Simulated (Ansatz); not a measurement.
Rh (fcc (Cu type)), relaxed with LDA (Ansatz, a first-principles code, plane waves, PAW): a = 3.754 Å, b = 3.754 Å, c = 3.754 Å, α = 90.00°, β = 90.00°, γ = 90.00°.

```
Property              Result
--------------------  ------
B₀ by P(V) fit (GPa)     317
K_Hill (GPa)             317
G_Hill (GPa)             182
Θ_D (K)                  525
```

Question: The same phase is relaxed and computed with PBE+D3(BJ) in the same code. What are the cell and these values now?

Answer: a = b = c = 3.7933 Å, α = β = γ = 90.00°.

B₀ by P(V) fit (GPa): 281
K_Hill (GPa): 281
G_Hill (GPa): 168
Θ_D (K): 507

All cells were relaxed under the symmetry of their starts (and spin orders); stability against distortions was not tested throughout. Rows with no word on spin ran without spin polarisation. Scalar-relativistic: spin–orbit coupling is off unless named, which matters more the heavier the elements.

Potentials: the later of the program's two PAW sets.

Ansatz is a plane-wave DFT program.
